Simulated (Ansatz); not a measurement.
TeO₂ (fluorite, Fm-3m) under volume change, the program Ansatz at the PBEsol level (PAW), scaled uniformly.

```tsv
V (Å³/atom)	E − E(relaxed) (meV/atom)	P (GPa)
11.443	?	?
11.820	28.0	12.55
12.198	6.6	5.76
12.575	0.0	-0.01
12.952	?	?
13.329	22.5	-9.07
13.706	48.2	-12.60
```

### Question
What belongs in the gaps?

### Answer

- 11.443, E − E(relaxed) (meV/atom): 66.6
- 11.443, P (GPa): 20.53
- 12.952, E − E(relaxed) (meV/atom): 5.9
- 12.952, P (GPa): -4.91

### Question
What does a third-order Birch–Murnaghan fit give for V₀, B₀ and B′?

### Answer
V₀ = 12.57 Å³/atom, B₀ = 177 GPa, B′ = 4.4.

The cell is a constructed one: a structure type filled with these elements; neither database checked (COD, Materials Project) lists it. COD files the formula under space group No. 19, 61, 92, 136, so this cell is another polymorph or a model. Its standing as an ambient phase is unchecked. The PBEsol relaxation kept the symmetry of its start; whether a distortion lowers the energy is not shown. Spin–orbit coupling is left out wherever it is not named.

Potentials: the later of the program's two PAW sets.
